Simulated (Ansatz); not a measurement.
A geometry of MoRu away from equilibrium: step 3 of the relaxation of a relaxed MoRu cell displaced along its unstable phonon at q = (½, 0, 0) of its primitive reciprocal cell (61i cm⁻¹), largest move 0.15 Å. Method: PBEsol (plane waves to 420 eV, PAW, scalar-relativistic; Ansatz, a program for electronic structure). Γ-centred k-mesh 5×10×6 on the run's cell (coarser than for final values), Fermi–Dirac smearing 0.05 eV. The plane waves were selected for a different cell earlier on the path.

```xyz
8
Lattice="7.1800 -0.0077 -0.0020 -1.7983 3.1148 0.0000 -0.0016 -0.0009 5.7679" Properties=species:S:1:pos:R:3 pbc="T T T"
Ru     0.1782     1.7051     2.1107
Ru     3.3574     2.4127     2.1097
Ru     2.0227     0.6935     3.6563
Ru     5.2019     1.4011     3.6553
Mo     0.1674     1.6808     4.9855
Mo     3.3310     2.4155     4.9845
Mo     2.0492     0.6907     0.7814
Mo     5.2127     1.4254     0.7804
```

**Question.** What forces act on the atoms (eV/Å)?

**Answer.** 
| atom | Fx | Fy | Fz |
|---|---|---|---|
| Ru1 | 0.01 | -0.36 | 0.02 |
| Ru2 | -0.31 | 0.19 | 0.02 |
| Ru3 | 0.31 | -0.19 | -0.02 |
| Ru4 | -0.01 | 0.36 | -0.02 |
| Mo5 | 0.08 | -0.74 | 0.05 |
| Mo6 | -0.60 | 0.44 | 0.05 |
| Mo7 | 0.60 | -0.44 | -0.05 |
| Mo8 | -0.08 | 0.74 | -0.05 |

The path ends in Pmmn (No. 59). No spin polarisation in the result.

The run could not lose the symmetry of its start: the end is stationary, and may be a saddle point rather than a minimum.

The end of the path is a generated cell of MoRu: the first start was made by placing the elements on the sites of a structure type, and the end was not matched to a known phase here, so it may be hypothetical.
